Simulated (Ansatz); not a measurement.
Level of theory: DFT PBE, scalar-relativistic, plane waves, PAW in Ansatz 0.2.0. All cells share a 420 eV cutoff and Γ-centred k meshes spaced at most about 0.3 Å⁻¹ (about 0.25 or finer for metals, 2π included). No spin polarisation in the final relaxations.

All energies are static (0 K, no zero-point motion).

Two forms of SiHgRh were relaxed alike.

A.

```yaml
crystal:
  lattice:
    - [6.79725, -1.75782, 0.00000]
    - [6.79725, 1.75782, 0.00000]
    - [-1.20432, 0.00000, 4.42346]
  atoms:
    - { symbol: Si, position: [0.93803, 0.93803, 0.63778] }
    - { symbol: Si, position: [0.72953, 0.72953, 0.77430] }
    - { symbol: Hg, position: [0.26755, 0.26755, 0.30786] }
    - { symbol: Hg, position: [0.55925, 0.55925, 0.07516] }
    - { symbol: Rh, position: [0.89434, 0.89434, 0.10198] }
    - { symbol: Rh, position: [0.11204, 0.11204, 0.60293] }
```

B.

```yaml
crystal:
  lattice:
    - [3.35701, 0.00000, 0.00000]
    - [0.00000, 3.35701, 0.00000]
    - [0.00000, 0.00000, 9.51735]
  atoms:
    - { symbol: Si, position: [0.00000, 0.50000, 0.15868] }
    - { symbol: Si, position: [0.50000, 0.00000, 0.84132] }
    - { symbol: Hg, position: [0.00000, 0.50000, 0.60468] }
    - { symbol: Hg, position: [0.50000, 0.00000, 0.39532] }
    - { symbol: Rh, position: [0.00000, 0.50000, 0.90089] }
    - { symbol: Rh, position: [0.50000, 0.00000, 0.09911] }
```

Question: Which would you expect to be lower, and how large is the difference?

Answer: B is lower, by 94 meV/atom. A has space group Cm (No. 8), 17.6 Å³/atom and no gap on its mesh; B has space group P4/nmm (No. 129), 17.9 Å³/atom and no gap. Counting Si atoms around Hg and Rh (those within 1.25 times the shortest such distance or 1.15 times the sum of covalent radii; a plus sign parts nearer from farther groups; the shortest distance is added where it is long for a bond; a slash parts the counts of unlike sites), A has Hg 3+1/6 from 2.9 Å, Rh 3 and B has Hg 4 from 3.3 Å, Rh 5. In A, Si on its first site is surrounded by 3 Rh at 2.35–2.41 Å and 4 Hg at 2.84–2.98 Å; Hg on its first site has 3 Rh at 2.79 Å, 6 Si at 2.92–2.98 Å, 2 Hg at 3.26 Å, 1 Rh at 3.37 Å and 2 Hg at 3.52 Å; Rh on its first site has 3 Si at 2.35–2.37 Å and 4 Hg at 2.79–2.88 Å; 3 more sites not described. In B, Si has 5 Rh at 2.44–2.45 Å and 4 Hg at 3.27 Å; Hg has 1 Rh at 2.82 Å, 4 Hg at 3.10 Å, 4 Si at 3.27 Å and 4 Hg at 3.36 Å; Rh is surrounded by 5 Si at 2.44–2.45 Å, 1 Hg at 2.82 Å and 4 Rh at 3.03 Å. Both come from invented guesses.

Spin–orbit coupling, which can matter for Hg, is left out. Cells relaxed within their symmetry can be saddle points.
